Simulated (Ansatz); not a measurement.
This guess for Ni2Pt is about to be relaxed.

```yaml
crystal:
  lattice:
    - [2.60158, 0.00000, 0.00000]
    - [-1.30079, 2.25303, 0.00000]
    - [0.00000, 0.00000, 12.35092]
  atoms:
    - { symbol: Ni, position: [0.33333, 0.66667, 0.75000] }
    - { symbol: Ni, position: [0.33333, 0.66667, 0.08333] }
    - { symbol: Ni, position: [0.66667, 0.33333, 0.91667] }
    - { symbol: Ni, position: [0.66667, 0.33333, 0.25000] }
    - { symbol: Pt, position: [0.33333, 0.66667, 0.41667] }
    - { symbol: Pt, position: [0.66667, 0.33333, 0.58333] }
```

Method: Ansatz 0.2.0, DFT PBE, scalar-relativistic, plane waves, PAW. Cutoff 420 eV, Gaussian smearing, Γ-centred meshes. Cell and atoms relax first on a coarse mesh and then on a finer one. In between, the cell is made exact in the group found at 0.06 Å. In metals the finer mesh still leaves noise of several meV/atom or more. The steps can't lower the symmetry of their start. Collinear spin, starting moments Ni 2.0 (×4) μB.

A guess keeps its type if space group and coordination stay and the shape of the cell changes little (axis ratios within about 15 %, angles within 6°); the volume may change.

Question: Does this structure survive the relaxation?

Answer: It keeps its type. The symmetry stays P-3m1 (No. 164). The volume per atom grows by 7.0 %, from 12.1 to 12.9 Å³. The shortest distance goes from 2.55 Å (Ni–Pt, Ni–Ni and Pt–Pt) to 2.46 Å (Ni–Ni). The ratio c/a of the conventional cell changes by a factor of 1.00. Counting neighbours within 15 % of an atom's shortest distance, the start has Ni 12, Pt 12 and the end Ni 12, Pt 12.

Energies over the elements count from the elements' standard structures at the same level, with no fitted energy shifts.

Question: At what energy does it end?

Answer: +0.07 eV/atom. The separate elements lie lower, so it is unstable against them.

The last run used collinear spin, an 18×18×4 mesh (in the run's order of axes) for its 6-atom cell and Gaussian smearing of 0.10 eV. These runs have no spin–orbit coupling, which can matter for Pt. The magnetic state reached may not be the lowest. A structure relaxed within its symmetry needn't be a true minimum.
